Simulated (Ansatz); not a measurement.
What DFT gives for CuAs

```yaml
crystal:
  lattice:
    - [3.29203, 0.00000, 0.00000]
    - [-1.64601, 2.85098, 0.00000]
    - [0.00000, 0.00000, 3.21720]
  atoms:
    - { symbol: Cu, position: [0.00000, 0.00000, 0.00000] }
    - { symbol: As, position: [0.66667, 0.33333, 0.50000] }
```

Single point in Ansatz 0.2.0 with PBEsol, spin-orbit coupling. Cutoff 420 eV, PAW datasets, 11×11×10 Γ-centred k mesh, fermi-dirac filling (width 0.1 eV).

The state carries no moments; the state need not be the lowest.

Question: Metal or insulator?

Answer: It is a metal, with about 0.94 states/eV a cell as the mean within 0.25 eV of the Fermi level, mostly As p (66 %) and Cu d (17 %).

Question: What is the formation energy?

Answer: 0.29 eV an atom against the elements' usual phases (free molecules for gases, crystals otherwise, with no correction for O₂ or N₂), so at this geometry it isn't bound against them. Relaxing would lower it.

Question: Is the cell too large or too small?

Answer: The pressure is 6.1 GPa (compression positive), so with the atoms held at these fractions the cell would first expand. The principal stresses 5.2, 6.6, 6.6 GPa differ, so its shape would change too.

Question: How is the charge shared?

Answer: Bader charges in e: Cu +0.18, As -0.18. In the mean Cu gives up most and As takes most.

Origin: a known structure type with other elements, at an estimated volume, so it need not be a known compound. Caveats: the SCF threshold is loose for a stress.
